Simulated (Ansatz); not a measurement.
Single point in Ansatz 0.2.0 with r2SCAN, no spin polarisation. Cutoff 500 eV, PAW datasets, 6×6×6 Γ-centred k mesh, tetrahedron filling.

Computed maps in the lattice plane spanned by a (left to right, 5.07 Å, 15 points from zero) and b (bottom to top, 5.07 Å, 15 points from zero), 90° apart, at height 0.000 along c. The fields are smooth PAW ones with compensation charges, not the true ones near nuclei.

Valence density. Digits on a logarithmic scale: 0 up to 0.03 e/Å³, each further digit a factor of 1.6, 9 from 1.3 e/Å³ up:
```
999642100124699
998642100124689
666532111123566
444322344322344
222224688642222
111136999963111
000148999984100
000148999984100
111136999963111
222224688642222
444322344322344
666532111123566
998642100124689
999642100124699
999642100124699
```

Q: The cell is KRe. Which atoms lie within 0.2 Å of this plane, and where (fractions of a and b)?

A: K at (0.50, 0.50), Re at (0.00, 0.00). The whole cell:
```yaml
crystal:
  lattice:
    - [0.00000, 5.07427, 0.00000]
    - [5.07427, 0.00000, 0.00000]
    - [2.53713, 2.53713, -6.39054]
  atoms:
    - { symbol: K, position: [0.50000, 0.50000, 0.00000] }
    - { symbol: K, position: [0.25000, 0.75000, 0.50000] }
    - { symbol: Re, position: [0.00000, 0.00000, 0.00000] }
    - { symbol: Re, position: [0.75000, 0.25000, 0.50000] }
```

Origin: a known structure type with other elements, at an estimated volume, so it need not be a known compound. Caveats: empty levels are not fully converged; many states at the Fermi level without spin polarisation, so a magnetic state may lie lower.
